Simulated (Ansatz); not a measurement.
# Vibrational response of ZrC

Method: DFT PBE, scalar-relativistic, plane waves, PAW (Ansatz 0.2.0). Cutoff 420 eV, 20×20×20 k-points (Γ-centred), Fermi-Dirac smearing of 0.15 eV. No spin polarisation. Phonons by linear response, acoustic sum rule imposed.

Relaxed structure:
```xyz
2
Lattice="0.0000 2.3545 2.3545 2.3545 0.0000 2.3545 2.3545 2.3545 0.0000" Properties=species:S:1:pos:R:3 pbc="T T T"
Zr    2.3545    2.3545    2.3545
C     0.0000    0.0000    0.0000
```

The cell was relaxed from a distorted copy of a database structure. In a metal, frequencies depend on the k mesh and the smearing, soft modes most.

(1) Is this structure stable against zone-centre distortions?

(2) List the optical modes at Γ (i marks imaginary ones).

Results:

(1) Yes, at Γ: no optical mode is imaginary. Strains and other wave vectors aren't tested by this run.

(2)
| frequency (THz) | degeneracy |
| --- | --- |
| 12.59 | 3 |
